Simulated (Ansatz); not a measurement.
**Ti$_{2}$SnO$_{6}$: relaxed-ion elastic tensor**

These are results of Ansatz, DFT PBE, scalar-relativistic, plane waves, PAW, not measurements. Settings: 420 eV plane-wave cutoff, Γ-centred 6×6×4 mesh, fixed occupations. No spin polarisation.

The cell, relaxed at this level:
```
Ti Sn O
1.0
     5.03913   -2.84496   -0.01560
     5.03913    2.84496   -0.01560
    -0.06646    0.00000    6.30755
Ti Sn O
2 1 6
Direct
  0.00179 0.52800 0.33627
  0.47200 0.99821 0.66373
  0.52334 0.47666 0.00000
  0.58397 0.14219 0.86843
  0.24773 0.59324 0.21890
  0.16976 0.26316 0.53481
  0.73684 0.83024 0.46519
  0.85781 0.41603 0.13157
  0.40676 0.75227 0.78110
```

The structure comes from a generated guess, relaxed at this level; another structure or a mixture of phases may lie lower. Spin–orbit coupling is left out, which matters for heavy elements.

Problem. Give the relaxed-ion elastic constants (GPa, Voigt order xx yy zz yz xz xy, on the Cartesian axes of the cell above).

Solution.
C11 = 21.5, C12 = 1.0, C13 = 1.1, C15 = -4.8, C22 = 26.4, C23 = -1.8, C25 = 6.7, C33 = 25.8, C35 = -0.9, C44 = 13.1, C46 = 6.4, C55 = 12.3, C66 = 12.7 GPa; the others vanish.

Problem. Is the crystal stable against homogeneous strain?

Solution. Yes: the least eigenvalue of the tensor is 6.5 GPa.

Problem. And the moduli of a polycrystal (Hill averages)?

Solution. B = 8 GPa, G = 11 GPa, E = 23 GPa, ν = 0.03.
